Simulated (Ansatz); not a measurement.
K$_{3}$GeS$_{3}$:
```cif
data_Ge4K12S12
_chemical_formula_sum 'K12 Ge4 S12'
_space_group_name_H-M_alt 'C2/m'
_space_group_IT_number 12
_space_group_name_Hall '-C 2y'
_cell_length_a 8.47798
_cell_length_b 12.05813
_cell_length_c 7.93471
_cell_angle_alpha 90.000
_cell_angle_beta 116.218
_cell_angle_gamma 90.000
loop_
_atom_site_label
_atom_site_type_symbol
_atom_site_symmetry_multiplicity
_atom_site_Wyckoff_symbol
_atom_site_fract_x
_atom_site_fract_y
_atom_site_fract_z
_atom_site_occupancy
K1 K 4 i 0.21434 0.00000 0.68309 1
K2 K 4 e 0.25000 0.25000 0.00000 1
K3 K 4 h 0.50000 0.16525 0.50000 1
Ge1 Ge 4 i 0.12024 0.00000 0.15761 1
S1 S 8 j 0.09823 0.15037 0.30513 1
S2 S 4 i 0.37396 0.00000 0.13893 1
```
(The calculation used a cell of 14 atoms; values per cell refer to that cell.)

Relaxed at zero pressure with LDA (plane waves, PAW; program Ansatz).

Problem. The volume is lowered by 3 % and shape and atoms relax at that volume. What pressure results, and how do the axes share the change?

Solution. 0.8 GPa; a -0.9 %, b -1.2 %, c -1.1 %; the energy rises by 2 meV/atom.

Problem. Give the new structure.

Solution. 
Space group C2/m (No. 12); a = 8.3981 Å, b = 11.9154 Å, c = 7.8451 Å, α = γ = 90.00°, β = 115.95°

```json
[
 {"atom": "K", "site": "4i", "symmetry": "m", "x": "0.2138", "y": "0.0000", "z": "0.6824"},
 {"atom": "K", "site": "4e", "symmetry": "-1", "x": "0.2500", "y": "0.2500", "z": "0.0000"},
 {"atom": "K", "site": "4h", "symmetry": "2", "x": "0.5000", "y": "0.1635", "z": "0.5000"},
 {"atom": "Ge", "site": "4i", "symmetry": "m", "x": "0.1210", "y": "0.0000", "z": "0.1579"},
 {"atom": "S", "site": "8j", "symmetry": "1", "x": "0.0987", "y": "0.1520", "z": "0.3063"},
 {"atom": "S", "site": "4i", "symmetry": "m", "x": "0.3760", "y": "0.0000", "z": "0.1374"}
]
```

The phase is kept; no other phase was compared at this pressure.

The first step of the workflow began from a Materials Project structure, measured or hypothetical; the Crystallography Open Database copy checked does not list it. Whether it is the stable phase at ambient conditions was not checked. The LDA relaxation kept the symmetry of its start; its stability against distortions is not shown here.

Potentials: the later of the program's two PAW sets.
